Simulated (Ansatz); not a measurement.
# Ge₂Mo, a known structure type with other elements, at an estimated volume

```
Mo Ge
1.0
     1.87130    3.24118    0.00000
    -1.87130    3.24118    0.00000
     0.00000    0.00000    3.99783
Mo Ge
1 2
Direct
  0.00000 0.00000 0.00000
  0.33330 0.33340 0.50000
  0.66660 0.66670 0.50000
```

Single point in Ansatz 0.2.0 with r2SCAN, no spin polarisation. Cutoff 500 eV, PAW datasets, 8×8×7 Γ-centred k mesh, methfessel-paxton filling (width 0.0451 eV).

Task: Describe some of the short contacts.

Result: Ge–Ge at 2.16 Å: least valence density 0.70 e/Å³ and ELF 0.60 there. Mo–Ge at 2.94 Å: least valence density 0.23 e/Å³ and ELF 0.28 there. These are pseudo-fields; inside the PAW spheres they differ from the all-electron ones.

Task: Is the cell too large or too small?

Result: The pressure is 17.3 GPa (compression positive), so with the atoms held at these fractions the cell would first expand. The principal stresses -8.8, 30.3, 30.3 GPa differ, so its shape would change too.

Task: Is it stable against the elements?

Result: 1.64 eV an atom against the elements' usual phases (free molecules for gases, crystals otherwise, with no correction for O₂ or N₂), so at this geometry it isn't bound against them. Relaxing would lower it.

Task: Metal or insulator?

Result: It is a metal, with about 3.5 states/eV a cell as the mean within 0.25 eV of the Fermi level, mostly Mo d (83 %).

Task: Give the Bader charges.

Result: Bader charges in e: Ge -0.27, Mo +0.54. In the mean Mo gives up most and Ge takes most, against the order of Pauling's electronegativities.

Origin: a known structure type with other elements, at an estimated volume, so it need not be a known compound. Caveats: atoms or cell far from equilibrium.

Run time, from a saved density: 32 s on 1 thread of Arm Neoverse V1, with other jobs on the host, peak memory 0.47 GiB. The time holds forces, stress, Bader, DOS, bands, ELF.
